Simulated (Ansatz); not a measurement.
Cd2P3I:
Space group C2/c (No. 15); a = 8.3171 Å, b = 9.3572 Å, c = 7.5793 Å, α = γ = 90.00°, β = 99.49°

```tsv
atom	site	symmetry	x	y	z
Cd	8f	1	0.2485	0.3578	0.2210
P	4e	2	0.0000	0.1950	0.2500
P	8f	1	0.1105	0.0456	0.4610
I	4e	2	0.0000	0.6213	0.2500
```
(The calculation used a cell of 12 atoms; values per cell refer to that cell.)

Relaxed at zero pressure with the program Ansatz at the r²SCAN level (PAW).

The volume is raised by 6 % and shape and atoms relax at that volume. What pressure results, and how do the axes share the change?

-2.6 GPa; a 1.8 %, b 1.6 %, c 2.4 %; the energy rises by 13 meV/atom.

Give the new structure.


Space group C2/c (No. 15); a = 8.470 Å, b = 9.503 Å, c = 7.759 Å, α = γ = 90.00°, β = 99.05°

| atom | site | symmetry | x | y | z |
|---|---|---|---|---|---|
| Cd | 8f | 1 | 0.2518 | 0.3581 | 0.2309 |
| P | 4e | 2 | 0.0000 | 0.1937 | 0.2500 |
| P | 8f | 1 | 0.1080 | 0.0446 | 0.4571 |
| I | 4e | 2 | 0.0000 | 0.6218 | 0.2500 |

The phase is kept; no other phase was compared at this pressure.

The first step of the workflow began from a Materials Project structure, measured or hypothetical; the Crystallography Open Database copy checked does not list it. COD files the formula under space group No. 9, so this cell is another polymorph or a model. Whether it is the stable phase at ambient conditions was not checked. The cell was relaxed with r²SCAN under the symmetry of its start; whether a distortion lowers the energy is not shown. Scalar-relativistic: spin–orbit coupling is off unless named, which matters more the heavier the elements.

Potentials: the later of the program's two PAW sets.
